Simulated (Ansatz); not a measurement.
**Profile along the Al–Ni line in AlNi (CsCl type)**

AlNi (CsCl type), conventional cell a = b = c = 2.8927 Å, α = β = γ = 90.00°. The calculation uses the primitive cell of 2 atoms, to which meshes and values per cell refer.

Fields along a shortest Al–Ni line of a {110} plane (2.51 Å), from Al to Ni, interpolated on the slice's grid (step about 0.2 Å). Level of theory: PBE (plane waves to 420 eV, PAW, scalar-relativistic; Ansatz, a quantum-chemistry and plane-wave program). k mesh 16×16×16. Near the nuclei the fields are pseudised (PAW); where an atom keeps semicore shells as valence, they peak there. AlNi is run without spin polarisation. AlNi was relaxed with its symmetry unable to fall. The PAW data are Ansatz's earlier set.

```
distance from Al (Å)  valence electron density (e/Å³)  electron localisation function
--------------------  -------------------------------  ------------------------------
0.00                                             0.05                               x
0.13                                             0.05                               x
0.25                                             0.06                               x
0.38                                             0.07                               x
0.50                                             0.10                            0.05
0.63                                             0.15                            0.15
0.75                                             0.20                            0.32
0.88                                             0.23                            0.46
1.00                                             0.25                            0.52
1.13                                             0.27                            0.49
1.25                                             0.29                            0.40
1.38                                             0.34                            0.28
1.51                                             0.44                            0.21
1.63                                             0.69                            0.19
1.76                                             1.37                            0.21
1.88                                             3.16                            0.29
2.01                                             7.70                            0.49
2.13                                            17.88                               x
2.26                                            35.41                               x
2.38                                            55.18                               x
2.51                                            64.44                               x
```

x: too close to a nucleus for the ELF to mean much.

Density on the Al–Ni line (2.51 Å) at its midpoint: 0.29 e/Å³. ELF at that point: 0.4. ELF maximum in the middle third of the Al–Ni line: 0.52, 1.0 Å from Al.
